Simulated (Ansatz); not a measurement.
# O interstitial in La2PI2

All numbers are calculated (PBEsol, no spin polarisation, no spin-orbit coupling; Ansatz, PAW set soft_2, 420 eV, k-mesh 3×3×2 shifted by half a step), not measured.

The relaxed host crystal (no gap at this level of theory):

```xyz
5
Lattice="4.2724 0.0000 0.0000 -2.1362 3.7000 0.0000 0.0000 0.0000 10.9673" Properties=species:S:1:pos:R:3 pbc="T T T"
I     2.1362    1.2333    7.2555
I     0.0000    2.4667    3.7118
La    0.0000    2.4667    9.3645
La    2.1362    1.2333    1.6027
P     0.0000    0.0000    0.0000
```

Supercell of 20 atoms, rows of the matrix [[0,-2,0],[-2,0,0],[0,0,-1]] times the cell vectors; O interstitial at (0.000, 0.000, 0.250) in fractions of the cell above. Atoms are relaxed at the host's cell, from a start shaken by 0.05 Å near the defect.

Nearest atoms to the added O: relaxed La 2.26 Å, La 2.26 Å, La 2.26 Å, P 2.58 Å, I 3.17 Å, I 3.17 Å, I 3.17 Å.

```tsv
charge	gap of the cell on the mesh (eV)
0	0.00
```

Formation energy of the neutral defect: -3.23 eV, taking atoms from and to the elements' standard states (no corrections for gases), so it belongs to those chemical potentials alone.

A negative value doesn't mean that the atoms enter by themselves: with the elements as reservoirs, compounds of them would form first.

Relaxed cell at charge 0:

```
La2PI2 O_i charge 0
1.0
     4.2724   -7.4000    0.0000
    -8.5448    0.0000    0.0000
     0.0000    0.0000  -10.9673
I La P O
8 8 4 1
Direct
  0.3427 0.1733 0.3361
  0.8284 0.1733 0.3361
  0.3332 0.6685 0.3421
  0.8284 0.6590 0.3361
  0.1797 0.3617 0.6431
  0.6665 0.3352 0.6704
  0.1797 0.8220 0.6431
  0.6400 0.8219 0.6431
  0.1677 0.3376 0.1497
  0.6665 0.3352 0.1360
  0.1677 0.8340 0.1497
  0.6641 0.8340 0.1497
  0.2998 0.1519 0.8397
  0.8498 0.1519 0.8397
  0.3331 0.6685 0.8462
  0.8498 0.7019 0.8397
  0.0027 0.5033 0.9945
  0.4984 0.5033 0.9945
  0.9998 0.0019 0.0356
  0.4984 0.9990 0.9945
  0.9998 0.0019 0.8004
```

Caveats: small supercell, so energies and levels can be off by tenths of an eV; one random start near the defect, so other minima are possible.
